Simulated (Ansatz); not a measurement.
GaN:
```
CELL_PARAMETERS angstrom
      3.05038     0.00000     0.00000
      0.00000     3.05038     0.00000
      0.00000     0.00000     5.32310
ATOMIC_POSITIONS crystal
  Ga 0.00000 0.50000 0.00000
  Ga 0.50000 0.00000 0.50000
  N  0.00000 0.00000 0.25000
  N  0.00000 0.00000 0.75000
```

Relaxed with PBE. Special points in fractions of this cell's reciprocal vectors: Γ (0.000, 0.000, 0.000); X (0.000, 0.500, 0.000); M (0.500, 0.500, 0.000); Z (0.000, 0.000, 0.500); R (0.000, 0.500, 0.500); A (0.500, 0.500, 0.500).

Task: List the band energies nearest the Fermi level at these points for DFT-PBE in the program Ansatz with PAW potentials.

Result: In eV from the Fermi level; about four levels below and three above (degenerate sets whole), none deeper than 8.9 eV; … stands for higher levels left out; points with the same levels are listed once.

```json
[
 {"k": "Γ", "below": "-0.97 -0.96 -0.30 -0.30", "above": "4.24 4.73 …"},
 {"k": "X", "below": "-1.72 -0.86 -0.08 -0.07", "above": "3.90 4.33 8.84"},
 {"k": "M", "below": "-5.55 -3.71 -3.71 -1.40", "above": "0.64 2.47 4.11 4.11"},
 {"k": "Z", "below": "-1.88 -1.88 -1.14 -1.14", "above": "1.52 1.52 7.83 7.83"},
 {"k": "R", "below": "-3.77 -3.47 -1.51 -0.37", "above": "1.91 3.13 5.29"},
 {"k": "A", "below": "-2.57 -2.57 -0.06 -0.06", "above": "5.77 5.77 …"}
]
```

Space group P4_2/mmc. A made-up cell: these elements were put on the sites of a structure type; neither database checked (COD, Materials Project) lists it. It is not the phase usual at ambient conditions (space group No. 186, 216). Symmetry was held in the PBE relaxation; its stability against distortions is not shown here. Scalar-relativistic: spin–orbit coupling is off unless named, which matters more the heavier the elements.

Potentials: the later of the program's two PAW sets.
